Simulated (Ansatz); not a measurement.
Consider the following.

SnO2:
```
CELL_PARAMETERS angstrom
      4.76949     0.00000     0.00000
      0.00000     4.76949     0.00000
      0.00000     0.00000     3.21172
ATOMIC_POSITIONS crystal
  Sn 0.00000 0.00000 0.00000
  Sn 0.50000 0.50000 0.50000
  O  0.30627 0.30627 0.00000
  O  0.80627 0.19373 0.50000
  O  0.19373 0.80627 0.50000
  O  0.69373 0.69373 0.00000
```

This is the PBEsol-relaxed structure. x, y and z are the axes in which the lattice vectors are written.

All from the program Ansatz at the PBEsol level (PAW), unless another level is named. Estimate the Debye temperature from the elastic constants.

519 K.

And the elastic constants (relaxed ions, GPa)?

C11 = 230, C12 = 161, C13 = 143, C33 = 404, C44 = 89.5, C66 = 191.

Space group P4_2/mnm (rutile). The cell was relaxed with PBEsol under the symmetry of its start. Scalar-relativistic: spin–orbit coupling is off unless named, which matters more the heavier the elements.

Potentials: the later of the program's two PAW sets.
